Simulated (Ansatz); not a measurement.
CsBeH₃, a disordered cell

```yaml
crystal:
  lattice:
    - [7.32596, 0.36396, -0.61511]
    - [0.41459, 4.94894, -0.97707]
    - [-0.61731, -0.44788, 7.21778]
  atoms:
    - { symbol: H, position: [0.57314, 0.12067, 0.17439] }
    - { symbol: H, position: [0.28677, 0.37504, 0.40587] }
    - { symbol: Cs, position: [0.43173, 0.92172, 0.68157] }
    - { symbol: Cs, position: [0.01815, 0.52324, 0.04856] }
    - { symbol: H, position: [0.79278, 0.49892, 0.65346] }
    - { symbol: H, position: [0.24499, 0.96120, 0.03205] }
    - { symbol: H, position: [0.49991, 0.23102, 0.38342] }
    - { symbol: H, position: [0.79929, 0.12422, 0.19383] }
    - { symbol: Be, position: [0.73932, 0.51555, 0.37701] }
    - { symbol: Be, position: [0.92633, 0.90125, 0.67212] }
```

Method: r2SCAN, no spin polarisation; PAW, plane waves to 500 eV, 3×4×3 (shifted by 0.5, 0.5, 0 steps) mesh, fermi-dirac occupations (width 0.0296 eV) (Ansatz 0.2.0), atoms fixed.

Q: What is the formation energy?

A: 1.09 eV an atom against the elements' usual phases (free molecules for gases, crystals otherwise, with no correction for O₂ or N₂), so at this geometry it isn't bound against them. Relaxing would lower it.

Q: What does the stress say?

A: The pressure is -3.7 GPa (compression positive), so with the atoms held at these fractions the cell would first shrink; the forces are large, so a full relaxation may end otherwise. The principal stresses -6.2, -3.6, -1.2 GPa differ, so its shape would change too.

Q: Which atom feels the largest force, and which way?

A: The largest is on Be9: 2.33 eV/Å, components (0.62, -1.77, 1.38). It makes 47° with the line to a nearest neighbour, H5 at 2.00 Å.

Q: Metal or insulator?

A: It is a metal, with about 5.4 states/eV a cell as the mean within 0.25 eV of the Fermi level, mostly H s (55 %) and Be s (27 %).

Q: Describe some of the short contacts.

A: H–H at 1.63 Å: least valence density 0.27 e/Å³ and ELF 0.81 there. Cs–H at 3.00 Å: least valence density 0.08 e/Å³ and ELF 0.08 there. Cs–Be at 3.41 Å: least valence density 0.07 e/Å³ and ELF 0.12 there. H–Be at 2.00 Å is left out, since its least density falls inside a PAW sphere. Both are smooth PAW fields, read partly inside the augmentation spheres.

Origin: a disordered cell, so it need not be a known compound. Caveats: the k mesh is coarse if the cell is a metal; atoms or cell far from equilibrium.
